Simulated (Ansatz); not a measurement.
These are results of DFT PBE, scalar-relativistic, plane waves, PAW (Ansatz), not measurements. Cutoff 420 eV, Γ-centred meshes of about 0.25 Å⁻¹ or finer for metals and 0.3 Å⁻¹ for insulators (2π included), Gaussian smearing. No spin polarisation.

All energies are static (0 K, no zero-point motion).

Two relaxed structures of SiB2:

1.

```cif
data_structure
_symmetry_space_group_name_H-M 'Pmmn:1'
_symmetry_Int_Tables_number 59
_cell_length_a 2.9577
_cell_length_b 4.7668
_cell_length_c 3.7365
_cell_angle_alpha 90.000
_cell_angle_beta 90.000
_cell_angle_gamma 90.000
_cell_volume 52.68
loop_
_atom_site_label
_atom_site_type_symbol
_atom_site_symmetry_multiplicity
_atom_site_Wyckoff_symbol
_atom_site_fract_x
_atom_site_fract_y
_atom_site_fract_z
_atom_site_occupancy
Si1 Si 2 a 0.50000 0.50000 0.13211 1
B1 B 4 e 0.50000 0.69716 0.61477 1
```

2.

```cif
data_structure
_symmetry_space_group_name_H-M 'P6_3/mmc'
_symmetry_Int_Tables_number 194
_cell_length_a 2.9832
_cell_length_b 2.9832
_cell_length_c 7.2720
_cell_angle_alpha 90.000
_cell_angle_beta 90.000
_cell_angle_gamma 120.000
_cell_volume 56.05
loop_
_atom_site_label
_atom_site_type_symbol
_atom_site_symmetry_multiplicity
_atom_site_Wyckoff_symbol
_atom_site_fract_x
_atom_site_fract_y
_atom_site_fract_z
_atom_site_occupancy
Si1 Si 2 c 0.33333 0.66667 0.25000 1
B1 B 4 f 0.33333 0.66667 0.97404 1
```

Question: Which is lower in energy, and by how much?

Answer: Cell 1 is lower, by 20 meV/atom. Cell 1 has space group Pmmn (No. 59), 8.8 Å³/atom and no gap on its mesh; cell 2 has space group P6_3/mmc (No. 194), 9.3 Å³/atom and no gap. Counting B atoms around Si (those within 1.25 times the shortest such distance or 1.15 times the sum of covalent radii; a plus sign parts nearer from farther groups), cell 1 has Si 8 and cell 2 has Si 2+6. Cell 1 and cell 2 both hold B–B nets. The denser one is the lower, and pressure would at first widen the difference. Even the lower one lies +0.47 eV/atom against the reference forms of the elements (uncorrected), so neither is stable at this level. In cell 1, around Si lie 4 B at 2.03–2.15 Å and 4 B at 2.27 Å; B has 3 B at 1.78–1.88 Å, 2 Si at 2.03–2.15 Å and 2 Si at 2.27 Å. In cell 2, around Si lie 2 B at 2.01 Å and 6 B at 2.37 Å; B has 3 B at 1.76 Å, 1 Si at 2.01 Å and 3 Si at 2.37 Å. Both come from trial cells of a structure search, whose lowest cell (Cm, 11.1 Å³/atom) lies 101 meV/atom below the lower of the two.

The k mesh leaves some 4 meV/atom of noise in the energy of each metallic cell. Cells relaxed within their symmetry can be saddle points. Some types were kept out of the candidates beforehand, so the set may lack a known form.
